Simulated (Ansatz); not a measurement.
CdS (zinc blende)

```yaml
crystal:
  lattice:
    - [0.00000, 5.92710, 5.92710]
    - [2.96355, 2.96355, 5.92710]
    - [2.96355, 2.96355, 0.00000]
  atoms:
    - { symbol: S, position: [0.00000, 0.75000, 0.75000] }
    - { symbol: S, position: [0.50000, 0.75000, 0.75000] }
    - { symbol: Cd, position: [0.00000, 0.00000, 0.00000] }
    - { symbol: Cd, position: [0.50000, 0.00000, 0.00000] }
```

The atoms are displaced by Q × the pattern below (from a DFPT mode at X = (0.5, 0.5, 0.0), largest move 1; Q in Å), at fixed cell. It is one choice among 2 degenerate patterns. (q is in reciprocal vectors of the primitive cell; the cell shown is doubled to hold the pattern.)

| atom | x | y | z |
|---|---|---|---|
| S1 | -0.650 | 0.000 | 0.000 |
| S2 | 0.650 | 0.000 | 0.000 |
| Cd3 | 0.000 | -1.000 | 0.000 |
| Cd4 | 0.000 | 1.000 | 0.000 |

Computed with PBE (plane waves to 420 eV, PAW, scalar-relativistic; Ansatz, a first-principles code). k mesh 10×10×10 (Γ-centred), Fermi-Dirac smearing 0.05 eV. E stands for the smeared free energy. CdS was relaxed with its symmetry unable to fall. The PAW data are Ansatz's earlier set. The zero of ΔE is the undisplaced structure.

```csv
Q (Å),ΔE (meV/cell)
-0.180,44.6
-0.150,30.9
-0.120,19.8
-0.090,11.1
-0.060,withheld
-0.030,1.2
0.000,0.0
0.030,1.2
0.060,withheld
0.090,11.1
0.120,19.8
0.150,30.9
0.180,44.6
```

Fit an even polynomial form (powers 2, 4) to the given rows and predict ΔE at Q = -0.060.

Least squares on the 11 given rows: ΔE = (1370)·Q² + (197.5)·Q⁴, in meV/cell with Q in Å; root-mean-square residual 0.02 meV/cell. At -0.060 the fit gives 4.9 meV/cell; the calculation gives 4.9 meV/cell, the same to the digits shown. The quadratic term alone would give 4.9 meV/cell.

(For displaced atoms, the force is minus the slope of the energy, and its curvature is a force constant, which sets phonon frequencies.)
